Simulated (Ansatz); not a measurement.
Ansatz input

```yaml
crystal:
  lattice:
    - [-1.9310602111, 1.9310602111, 1.9310602111]
    - [1.9310602111, -1.9310602111, 1.9310602111]
    - [1.9310602111, 1.9310602111, -1.9310602111]
  atoms:
    - { symbol: In, position: [0.0, 0.0, 0.0] }
hamiltonian:
  xc: r2scan
  pseudopotentials:
    kind: paw
    azcp:
      In: "pseudopotentials/In.paw.azcp"
basis:
  ecutwfc: 500
  fft_grid_basis: typed
kpoints:
  mp_grid: { grid: [13, 13, 13], shift: [0, 0, 0] }
magnetization:
  spin_polarized: false
scf:
  occupations: { method: fermi_dirac, width: 0.1 }
  lower_state_search: "off"
output:
  stress: true
```

Output

```
Engine: ansatz 0.2.0, x86_64-unknown-linux-gnu
Pseudopotentials: kind: paw
Pseudopotential: In, paw, valence charge 13, recommended cutoff 500 eV (meta_gga) 
Functional definition: r2SCAN
  parameter k0 = 0.174
  parameter k1 = 0.065
  parameter a1 = 4.9479
  exchange = r2scan_x(k0 = k0, k1 = k1, a1 = a1)
  correlation = r2scan_c
Crystal: 1 atoms, lattice volume = 28.804 Å³
Basis set: ecut = 500 eV, 683 PW (Γ), exchange–correlation on 100×100×100 points (64 copies of the dense FFT grid, shifted against one another)
Bands: 11, of which v1, the nominal top of the filled ones, is band 7 counted from 1 (6 counted from 0)
Symmetry: 48 space group operations
Space group: Im-3m (ITA 229), of the structure as read, at distance tolerance 3.1e-5 Å
k-points: 84 of 2197
Non-local potential: In, projectors of the file, l = 0: 2, l = 1: 2, l = 2: 2, l = 3: 2
PAW form: soft (Blöchl's): semilocal exchange-correlation on the pseudo side does not see the compensation charge
PAW frozen core: In, regenerated for the run's functional (the file was generated under x = pbe(κ = 0.804, μ = 0.2195149727645171), c = pbe(β = 0.06672455060314922))
PAW one-centre angular grid: In, 590 points (default); XC on 289 of its mesh's 2783 points in the sphere
Initial density: superposition of atomic densities (neutral atoms: chi_scale 0, normalization atom), corrected by the library's trained network
Initial wavefunctions: pseudopotential atomic-orbital guess
Functional: x = r2scan, c = r2scan; τ floored in thin density (d = 2e-4 eV/Å³)
SCF iter   1: F=-5611.782262 eV  HF=-5611.783047 eV  |F-HF|=7.86e-4  |Δ(HF+E_count)|=         —  Δρ=7.15e-3  dr2=7.87e-3  dr2_τ=7.69e-4  ethr=1.77e-3  ⟨swp⟩=5.0  Hψ=5556  notcnv=0
SCF iter   2: F=-5611.784598 eV  HF=-5611.785021 eV  |F-HF|=4.22e-4  |Δ(HF+E_count)|=   1.97e-3  Δρ=3.07e-3  dr2=1.44e-3  dr2_τ=8.43e-5  ethr=6.05e-5  ⟨swp⟩=2.9  Hψ=2467  notcnv=0  defer=21
SCF iter   3: F=-5611.785014 eV  HF=-5611.784993 eV  |F-HF|=2.07e-5  |Δ(HF+E_count)|=   2.77e-5  Δρ=4.54e-4  dr2=2.90e-5  dr2_τ=1.78e-6  ethr=1.11e-5  ⟨swp⟩=2.6  Hψ=1426  notcnv=0  defer=21
SCF iter   4: F=-5611.785021 eV  HF=-5611.785017 eV  |F-HF|=3.91e-6  |Δ(HF+E_count)|=   2.39e-5  Δρ=8.99e-5  dr2=1.54e-6  dr2_τ=1.70e-7  ethr=2.23e-7  ⟨swp⟩=2.7  Hψ=1468  notcnv=0  defer=21
SCF iter   5: F=-5611.785022 eV  HF=-5611.785021 eV  |F-HF|=6.88e-7  |Δ(HF+E_count)|=   4.25e-6  Δρ=3.01e-5  dr2=2.35e-7  dr2_τ=1.35e-9  ethr=1.18e-8  ⟨swp⟩=3.0  Hψ=1486  notcnv=0  defer=21
SCF iter   6: F=-5611.785022 eV  HF=-5611.785022 eV  |F-HF|=1.89e-8  |Δ(HF+E_count)|=   8.90e-7  Δρ=6.99e-6  dr2=1.27e-8  dr2_τ=2.98e-10  ethr=7.69e-10  ⟨swp⟩=5.0  Hψ=2942  notcnv=0
SCF 1 converged in 6 iterations: F = -5611.785022 eV  dr2 = 1.27e-8
SCF converged after 6 iterations
Free energy (F): -5611.785022 eV
Harris-Foulkes:  -5611.785022 eV  (|F-HF|=1.89e-8)
Internal energy: -5611.768926 eV  (E = F + TS)
E sigma→0 (E₀):  -5611.776974 eV
Entropy (-TS):   -0.016097 eV (-16.097 meV/atom)
Fermi energy:    8.913533 eV
--- Per-component energies (eV) ---
  E_band       = -46.396713
  E_kinetic    = 240.173891
  E_local      = -1135.090403  (includes V_loc(G=0)·N_el)
  E_nonlocal   = 366.431566
  E_hartree    = 444.458623
  E_xc         = -201.125443
  E_vxc        = -107.063414  (∫ρ·V_xc dr)
  E_paw        = -4181.033729  (= ΣΔE_a)
  E_vpaw       = -307.417004  (= ΣTr[D̂ρ^β])
  E_aug_tail   = 0.000008  (compensation charges beyond the density's cutoff)
  E_vtau       = 7.652410  (kinetic-family band-sum trace: ∫τ·v_τ [+ j·A + Jᵃ·Aᵃ] dr)
  E_ewald      = -1146.548983
  E_core_change = 0.965546  (= ΣΔE_core)
  E_smearing   = -0.016097  (= −TS)
  E_closure    = -0.000000  (closes the sum)
  Σ components = -5611.785022   (vs F -5611.785022, Δ=0.00e0)
--- Stress (GPa, compression-positive) ---
       -2.610979      -0.000000      -0.000000
        0.000000      -2.610979      -0.000000
        0.000000       0.000000      -2.610979
  P = ⅓ Tr σ = -2.6110 GPa (-26.110 kbar)
```

Command:

```sh
ansatz run input.yaml --threads 1 --pin off --max-ram 3584MiB --backend cpu --events-out ev --progress --plain --runs-dir out
```

On 1 thread of Intel(R) Xeon(R) Platinum 8259CL CPU @ 2.50GHz (Skylake/Cascade Lake) (shared host) this took about 6.3 s of wall time and 6.2 s of CPU time.
